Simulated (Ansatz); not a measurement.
Relaxed-ion elastic tensor of Cu$_{3}$Au (Cu3Au type, Pm-3m) in GPa (Voigt order), PBEsol (plane waves, PAW; program Ansatz); density 12.57 g/cm³, 12.80 Å³ per atom.

```tsv
	1	2	3	4	5	6
1	216	148	148	0.0	0.0	0.0
2	148	216	148	0.0	0.0	0.0
3	148	148	216	0.0	0.0	0.0
4	0.0	0.0	0.0	79.2	0.0	0.0
5	0.0	0.0	0.0	0.0	79.2	0.0
6	0.0	0.0	0.0	0.0	0.0	79.2
```

**Question.** Is the crystal mechanically stable?

**Answer.** Yes: the smallest eigenvalue of C is 67.2 GPa.

**Question.** Work out the Voigt, Reuss and Hill averages.

**Answer.** K_V = 171, K_R = 171, K_H = 171; G_V = 60.9, G_R = 51.3, G_H = 56.1 GPa.

**Question.** Give Young's modulus, Poisson's ratio, Pugh's ratio and the universal anisotropy index.

**Answer.** E = 9KG/(3K + G) = 152 GPa; ν = 0.35; K/G = 3.04 (ductile by the Pugh limit of 1.75); A_U = 5G_V/G_R + K_V/K_R − 6 = 0.94.

**Question.** Estimate the sound speeds and the Debye temperature.

**Answer.** v_l = √((K + 4G/3)/ρ) = 4420 m/s, v_t = √(G/ρ) = 2110 m/s, mean 2380 m/s; Θ = (h/k)(3n/4πV)^(1/3) v_m = 302 K.

**Question.** Give the Zener ratio and Young's modulus along [100], [110] and [111].

**Answer.** A = 2C44/(C11 − C12) = 2.36; 1/E = S11 − 2(S11 − S12 − S44/2)Γ with Γ = 0, 1/4, 1/3 gives 94.6, 159, 206 GPa.

**Question.** Solve the Christoffel equation for the three sound speeds along [100], [110], [111].

**Answer.** Eigenvalues of C_ijkl n_j n_l equal ρv². In km/s, slowest first: [100] 2.51, 2.51, 4.14; [110] 1.63, 2.51, 4.56; [111] 1.97, 1.97, 4.69.

The cell was relaxed with PBEsol under the symmetry of its start. The run is not spin-polarised. As this level gives no gap, shear constants depend on the k-mesh and smearing (Fermi–Dirac, 0.1 eV here). Scalar-relativistic: spin–orbit coupling is off unless named, which matters more the heavier the elements.

Potentials: the earlier of the program's two PAW sets. The files were generated under PBE; for other functionals the program regenerates the frozen cores, and for LDA and PBEsol the local potential too.
